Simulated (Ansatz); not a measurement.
Consider the following.

TiTe₂ (CdI2 type)

```xyz
3
Lattice="3.7840 0.0000 0.0000 -1.8920 3.2770 0.0000 0.0000 0.0000 6.6016" Properties=species:S:1:pos:R:3 pbc="T T T"
Ti     0.0000     0.0000     0.0000
Te     0.0000     2.1847     1.6956
Te     1.8920     1.0923     4.9060
```

This relaxed cell (volume V₀) is scaled evenly in all directions, its shape held. The atoms relax within the cell's symmetry.

The numbers are results of r2SCAN+rVV10 (plane waves to 500 eV, PAW, scalar-relativistic; Ansatz, a program for electronic structure), not measurements. k mesh 14×14×7 (Γ-centred), Fermi-Dirac smearing 0.05 eV. E stands for the smeared free energy. Compression counts positive. With the shape held, the modulus is that of even scaling; a crystal free to change shape is softer. Spin-orbit coupling is left out, though Te is heavy. TiTe2 is run without spin polarisation. TiTe2 was relaxed with its symmetry unable to fall. ΔE is measured from the relaxed starting cell.

The scan covers V/V₀ from 0.940 to 1.060 in 13 points.

### Question
What pressure does the cell carry at V/V₀ = 0.940?

### Answer
2.5 GPa.

### Question
What is ΔE at V/V₀ = 1.060?

### Answer
9 meV/atom.

### Question
What is ΔE at V/V₀ = 0.940?

### Answer
12 meV/atom.

(A scan under strain: stresses follow from slopes of the energy per volume, elastic moduli from its curvatures.)
